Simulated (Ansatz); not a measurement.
CaIrO3:
```cif
data_Ca4Ir4O12
_chemical_formula_sum 'Ca4 Ir4 O12'
_space_group_name_H-M_alt 'Cmcm'
_space_group_IT_number 63
_space_group_name_Hall '-C 2c 2'
_cell_length_a 3.17611
_cell_length_b 9.74625
_cell_length_c 7.27375
_cell_angle_alpha 90.000
_cell_angle_beta 90.000
_cell_angle_gamma 90.000
loop_
_space_group_symop_operation_xyz
  'x, y, z'
  '-x, -y, -z'
  '-x, -y, z+1/2'
  'x, y, -z+1/2'
  'x, -y, -z'
  '-x, y, z'
  '-x, y, -z+1/2'
  'x, -y, z+1/2'
  'x+1/2, y+1/2, z'
  '-x+1/2, -y+1/2, -z'
  '-x+1/2, -y+1/2, z+1/2'
  'x+1/2, y+1/2, -z+1/2'
  'x+1/2, -y+1/2, -z'
  '-x+1/2, y+1/2, z'
  '-x+1/2, y+1/2, -z+1/2'
  'x+1/2, -y+1/2, z+1/2'
loop_
_atom_site_label
_atom_site_type_symbol
_atom_site_symmetry_multiplicity
_atom_site_Wyckoff_symbol
_atom_site_fract_x
_atom_site_fract_y
_atom_site_fract_z
_atom_site_occupancy
Ca1 Ca 4 c 0.00000 0.24847 0.75000 1
Ir1 Ir 4 a 0.00000 0.00000 0.00000 1
O1 O 4 c 0.00000 0.07528 0.25000 1
O2 O 8 f 0.00000 0.37345 0.04913 1
```
(The calculation used a cell of 10 atoms; values per cell refer to that cell.)

Relaxed at zero pressure with DFT-r²SCAN in the program Ansatz with PAW potentials.

Question: The volume is raised by 3 % and shape and atoms relax at that volume. What pressure results, and how do the axes share the change?

Answer: -4.9 GPa; a 0.8 %, b 1.5 %, c 0.7 %; the energy rises by 5 meV/atom.

Question: Give the new structure.

Answer: 
Space group Cmcm (No. 63); a = 3.2019 Å, b = 9.8881 Å, c = 7.3250 Å, α = β = γ = 90.00°

| atom | site | symmetry | x | y | z |
|---|---|---|---|---|---|
| Ca | 4c | m2m | 0.0000 | 0.2495 | 0.7500 |
| Ir | 4a | 2/m.. | 0.0000 | 0.0000 | 0.0000 |
| O | 4c | m2m | 0.0000 | 0.0748 | 0.2500 |
| O | 8f | m.. | 0.0000 | 0.3751 | 0.0486 |

The phase is kept; no other phase was compared at this pressure.

The workflow started from an entry of the Crystallography Open Database (COD, 298 K). Its standing as an ambient phase is unchecked. The r²SCAN relaxation kept the symmetry of its start; whether a distortion lowers the energy is not shown. The run is not spin-polarised. Scalar-relativistic: spin–orbit coupling is off unless named, which matters more the heavier the elements.

Potentials: the later of the program's two PAW sets.
